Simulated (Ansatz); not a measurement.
Input:

CdS:
```
CELL_PARAMETERS angstrom
      4.16469     0.00000     0.00000
     -2.08235     3.60673     0.00000
      0.00000     0.00000     6.76805
ATOMIC_POSITIONS crystal
  Cd 0.66667 0.33333 0.50007
  Cd 0.33333 0.66667 0.00007
  S  0.66667 0.33333 0.87693
  S  0.33333 0.66667 0.37693
```

This is the r²SCAN-relaxed structure.

All from r²SCAN in the plane-wave PAW code Ansatz, unless another level is named. Predict the Born charges (a third of the trace).

Cd +2.18, S -2.18 e.

And the static dielectric constant ε0 (ions relaxed, cell fixed)?

8.74 (xx = yy), 9.32 (zz).

Next, the electronic dielectric constant ε∞ (DFPT)?

5.38 (xx = yy), 5.46 (zz).

Next, the Bader charges?

Cd +0.94, S -0.94 e.

Space group P6_3mc (wurtzite). Symmetry was held in the r²SCAN relaxation. Spin–orbit coupling is left out wherever it is not named.

Potentials: the earlier of the program's two PAW sets. The files were generated under PBE; for other functionals the program regenerates the frozen cores, and for LDA and PBEsol the local potential too.
